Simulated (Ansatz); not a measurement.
Input:

KZnF₃:
```
CELL_PARAMETERS angstrom
      4.04634     0.00000     0.00000
      0.00000     4.04634     0.00000
      0.00000     0.00000     4.04634
ATOMIC_POSITIONS crystal
  K  0.00000 0.00000 0.00000
  Zn 0.50000 0.50000 0.50000
  F  0.50000 0.50000 0.00000
  F  0.00000 0.50000 0.50000
  F  0.50000 0.00000 0.50000
```

This is the r²SCAN-relaxed structure.

**Question.** All from plane-wave PAW r²SCAN (Ansatz code), unless another level is named. Predict the Hill bulk and shear moduli.

**Answer.** 84.6 and 39.9 GPa.

**Question.** Predict the vibrational entropy at 300 K.

**Answer.** 29.0 J/(K·mol of atoms).

**Question.** What about the elastic constants (relaxed ions, GPa)?

**Answer.** C11 = 144, C12 = 54.7, C44 = 36.9.

Space group Pm-3m (cubic perovskite). Symmetry was held in the r²SCAN relaxation; phonons on a q-mesh show no instability.

Potentials: the later of the program's two PAW sets.
